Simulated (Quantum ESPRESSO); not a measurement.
# Ga2Al2WSc2Ta: input and log of a self-consistent run

A calculation, not a measurement. The program is pw.x of Quantum ESPRESSO 7.5 (plane-wave density functional theory). The cell is made up: eight metal atoms on a face-centred cubic lattice, with elements, volume, strain and displacements drawn at random and not relaxed, so it may be unstable or far from any real phase. PseudoDojo standard norm-conserving files set the functional (PBE unless stated); there is no spin polarisation or spin-orbit coupling, the Fermi-Dirac width of 0.25 eV means electrons at about 2900 K, and the masses in the input are unused placeholders. Heavy elements are run without spin-orbit coupling, which real alloys of them have. A spin test at this wide smearing found no moment, but such smearing suppresses magnetism that the real alloy may have.

Input:

```
&control calculation='scf', pseudo_dir='./dojo.nc.sr.pbe.v0_5.standard.upf', outdir='./o', disk_io='minimal', tprnfor=.true., tstress=.true. /
&system ibrav=0, nat=8, ntyp=5, nbnd=54, ecutwfc=79.96652505, nosym=.true., tot_charge=0,
 occupations='smearing', smearing='fd', degauss=0.0183746611
/
&electrons conv_thr=1.470e-08, electron_maxstep=70, mixing_beta=0.5 /
ATOMIC_SPECIES
Al 1.0 Al.upf
Ga 1.0 Ga.upf
Sc 1.0 Sc.upf
Ta 1.0 Ta.upf
W 1.0 W.upf
CELL_PARAMETERS angstrom
-0.0178 2.2028 2.1923
-4.2777 2.2171 -2.171
-4.0854 -6.3877 6.3919
ATOMIC_POSITIONS angstrom
Ga 0.039 0.025 -0.0354
Al -4.1213 -4.1696 4.3636
W -4.2413 -2.2236 2.1806
Al -4.0089 -0.0879 -0.1076
Sc -2.1317 -2.1411 4.3219
Ga -2.0565 0.0831 2.1516
Ta -2.2471 2.3598 -0.0994
Sc -6.2923 -2.0504 4.1261
K_POINTS automatic
7 5 3 1 1 1
```

The log is shortened where brackets say so; the opening notice, blank lines, dates and the lines on written files are dropped, and the path of the files is cut. It prints rydbergs, bohrs and kilobars, and counts compression as positive stress. Its total energy is the free energy E - TS of the whole cell.

```
     Program PWSCF v.7.5
     Parallel version (MPI & OpenMP), running on       4 processor cores
     Number of MPI processes:                 4
     Threads/MPI process:                     1
     [start-up lines left out]
     bravais-lattice index     =            0
     lattice parameter (alat)  =       5.8730  a.u.
     unit-cell volume          =    1076.5187 (a.u.)^3
     number of atoms/cell      =            8
     number of atomic types    =            5
     number of electrons       =        81.00
     number of Kohn-Sham states=           54
     kinetic-energy cutoff     =      79.9665  Ry
     charge density cutoff     =     319.8661  Ry
     scf convergence threshold =      1.5E-08
     mixing beta               =       0.5000
     number of iterations used =            8  plain     mixing
     Exchange-correlation= PBE
                           (   1   4   3   4   0   0   0)
     [axes and pseudopotential details left out]
   Cartesian axes
     site n.     atom                  positions (alat units)
         1        Ga     tau(   1) = (   0.0125488   0.0080441  -0.0113905  )
         2        Al     tau(   2) = (  -1.3260873  -1.3416285   1.4040508  )
         3        W      tau(   3) = (  -1.3646990  -0.7154751   0.7016393  )
         4        Al     tau(   4) = (  -1.2899210  -0.0282831  -0.0346218  )
         5        Sc     tau(   5) = (  -0.6859050  -0.6889296   1.3906332  )
         6        Ga     tau(   6) = (  -0.6617083   0.0267386   0.6923081  )
         7        Ta     tau(   7) = (  -0.7230366   0.7592994  -0.0319834  )
         8        Sc     tau(   8) = (  -2.0246376  -0.6597455   1.3276317  )
     number of k points=    53  Fermi-Dirac smearing, width (Ry)=  0.0184
                       cart. coord. in units 2pi/alat
        k(    1) = (  -0.0856012   0.0370433   0.0633433), wk =   0.0380952
        k(    2) = (   0.0396409   0.1593478  -0.0585300), wk =   0.0380952
     [further k points left out]
     Dense  grid:   104027 G-vectors     FFT dimensions: (  36,  60, 108)
     Estimated max dynamical RAM per process >     327.51 MB
     Estimated total dynamical RAM >       1.20 GB
     Initial potential from superposition of free atoms
     starting charge      80.9831, renormalised to      81.0000
     Starting wfcs are   66 randomized atomic wfcs
     total cpu time spent up to now is        5.0 secs
     per-process dynamical memory:   248.8 Mb
     Self-consistent Calculation
     iteration #  1     ecut=    79.97 Ry     beta= 0.50
     Davidson diagonalization with overlap
     ethr =  1.00E-02,  avg # of iterations =  2.1
     total cpu time spent up to now is       14.7 secs
     total energy              =    -789.73333372 Ry
     estimated scf accuracy    <       1.44344829 Ry
     iteration #  2     ecut=    79.97 Ry     beta= 0.50
     Davidson diagonalization with overlap
     ethr =  1.78E-03,  avg # of iterations =  8.5
     total cpu time spent up to now is       30.0 secs
     total energy              =    -787.40623432 Ry
     estimated scf accuracy    <      64.76672948 Ry
     iteration #  3     ecut=    79.97 Ry     beta= 0.50
     Davidson diagonalization with overlap
     ethr =  1.78E-03,  avg # of iterations =  6.6
     total cpu time spent up to now is       43.0 secs
     total energy              =    -790.35278846 Ry
     estimated scf accuracy    <       4.94386023 Ry
     iteration #  4     ecut=    79.97 Ry     beta= 0.50
     Davidson diagonalization with overlap
     ethr =  1.78E-03,  avg # of iterations =  2.3
     total cpu time spent up to now is       52.0 secs
     total energy              =    -790.61682619 Ry
     estimated scf accuracy    <       0.11582076 Ry
     iteration #  5     ecut=    79.97 Ry     beta= 0.50
     Davidson diagonalization with overlap
     c_bands:  1 eigenvalues not converged
     ethr =  1.43E-04,  avg # of iterations = 13.4
     total cpu time spent up to now is       69.1 secs
     total energy              =    -790.63392992 Ry
     estimated scf accuracy    <       0.03694056 Ry
     [iterations 6 to 11 left out]
     iteration # 12     ecut=    79.97 Ry     beta= 0.50
     Davidson diagonalization with overlap
     ethr =  1.73E-09,  avg # of iterations =  7.3
     total cpu time spent up to now is      148.7 secs
     total energy              =    -790.63990001 Ry
     estimated scf accuracy    <       0.00000184 Ry
     iteration # 13     ecut=    79.97 Ry     beta= 0.50
     Davidson diagonalization with overlap
     ethr =  1.73E-09,  avg # of iterations =  2.0
     total cpu time spent up to now is      156.9 secs
     total energy              =    -790.63990005 Ry
     estimated scf accuracy    <       0.00000029 Ry
     iteration # 14     ecut=    79.97 Ry     beta= 0.50
     Davidson diagonalization with overlap
     ethr =  3.62E-10,  avg # of iterations =  5.3
     total cpu time spent up to now is      167.4 secs
     total energy              =    -790.63989990 Ry
     estimated scf accuracy    <       0.00000414 Ry
     iteration # 15     ecut=    79.97 Ry     beta= 0.50
     Davidson diagonalization with overlap
     ethr =  3.62E-10,  avg # of iterations =  3.2
     total cpu time spent up to now is      176.7 secs
     total energy              =    -790.63990013 Ry
     estimated scf accuracy    <       0.00000014 Ry
     iteration # 16     ecut=    79.97 Ry     beta= 0.50
     Davidson diagonalization with overlap
     ethr =  1.72E-10,  avg # of iterations =  1.8
     total cpu time spent up to now is      185.1 secs
     End of self-consistent calculation
     [lines on levels left out]
!    total energy              =    -790.63990013 Ry
     estimated scf accuracy    <          7.4E-09 Ry
     smearing contrib. (-TS)   =      -0.09788005 Ry
     internal energy E=F+TS    =    -790.54202009 Ry
     The total energy is F=E-TS. E is the sum of the following terms:
     one-electron contribution =    -308.21287960 Ry
     hartree contribution      =     194.50622930 Ry
     xc contribution           =    -182.80785594 Ry
     ewald contribution        =    -494.02751384 Ry
     convergence has been achieved in  16 iterations
     Forces acting on atoms (cartesian axes, Ry/au):
     atom    1 type  2   force =    -0.01774773    0.00155627   -0.00615526
     atom    2 type  1   force =    -0.04522606   -0.00638660   -0.02797928
     atom    3 type  5   force =     0.03421884    0.03645327   -0.03687200
     atom    4 type  1   force =    -0.00768302    0.00308543    0.01476587
     atom    5 type  3   force =     0.01766947    0.02474131   -0.01915972
     atom    6 type  2   force =    -0.01614556   -0.00913946    0.00683216
     atom    7 type  4   force =     0.01010485   -0.04046404    0.03625451
     atom    8 type  3   force =     0.02480922   -0.00984618    0.03231371
     Total force =     0.117741     Total SCF correction =     0.000262
     Computing stress (Cartesian axis) and pressure
          total   stress  (Ry/bohr**3)                   (kbar)     P=      -77.35
  -0.00045509   0.00009834  -0.00004394          -66.95       14.47       -6.46
   0.00009834  -0.00057536  -0.00015054           14.47      -84.64      -22.15
  -0.00004394  -0.00015054  -0.00054690           -6.46      -22.15      -80.45
     init_run     :      4.71s CPU      4.92s WALL (       1 calls)
     electrons    :    179.30s CPU    180.11s WALL (       1 calls)
     forces       :      1.88s CPU      1.90s WALL (       1 calls)
     stress       :      6.35s CPU      6.52s WALL (       1 calls)
     [timing details left out]
     PWSCF        :   3m12.38s CPU   3m13.59s WALL
     JOB DONE.
```

In other units: free energy -10757.204 eV for the cell, pressure -7.73 GPa, largest force component 1.163 eV/Å in size. The run took 195 s of wall time with four MPI processes on a shared machine (Intel Xeon, 2023 or later, virtual cores), so the time is rough. A rerun of this cell at a higher cutoff and on a denser mesh moved values by no more than 0.007 eV in energy, 0.05 GPa in stress and 0.012 eV/Å in force, and a second program with other atomic files agreed on that cell to 2 % rms in force and 0.5 GPa in pressure.